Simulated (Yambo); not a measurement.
Yambo run on Cs₂KYF₆ (space group Fm-3m, No. 225). The wavefunctions are norm-conserving PBEsol (Quantum ESPRESSO, 84 Ry, scalar-relativistic) ones on a 2×2×2 mesh (40 occupied bands); a = b = c = 6.8033 Å, α = β = γ = 60.00°.

Yambo input:

```
rim_cut
gw0
dyson
el_el_corr
HF_and_locXC
ppa
em1d
RandQpts= 1000000
RandGvec= 1 Ry
EXXRLvcs= 84 Ry
VXCRLvcs= 336 Ry
Chimod= "HARTREE"
% BndsRnXp
 1 | 409 |
%
NGsBlkXp= 8 Ry
% LongDrXp
 1.0 | 1.0 | 1.0 |
%
PPAPntXp= 27.2114 eV
% GbndRnge
 1 | 148 |
%
GTermKind= "BG"
DysSolver= "n"
ExtendOut
% QPkrange
 1 | 1 | 40 | 41 |
%
```

k points by index: 1 = Γ.

The o-*.qp file then holds:

```
#    K-point    Band    Eo [eV]    E [eV]    E-Eo [eV]    Vxc [eV]    Vnlxc [eV]    Sc|Eo [eV]    Sc|E [eV]    dSc/dw|Eo [eV]    Re(Z)    Im(Z)
#
    1    40    0.000000    -2.337132    -2.337132    -21.85423    -29.62648    4.861669    5.435120    -6.676222    0.802987    -0.001364
    1    41    6.326295    7.373747    1.047453    -7.785791    -3.703292    -2.913031    -3.035046    -3.169567    0.895672    -0.661369E-3
```
(The two width columns are left out.) Convergence of these settings isn't established.

Geometry of the Materials Project entry, not relaxed at this level.
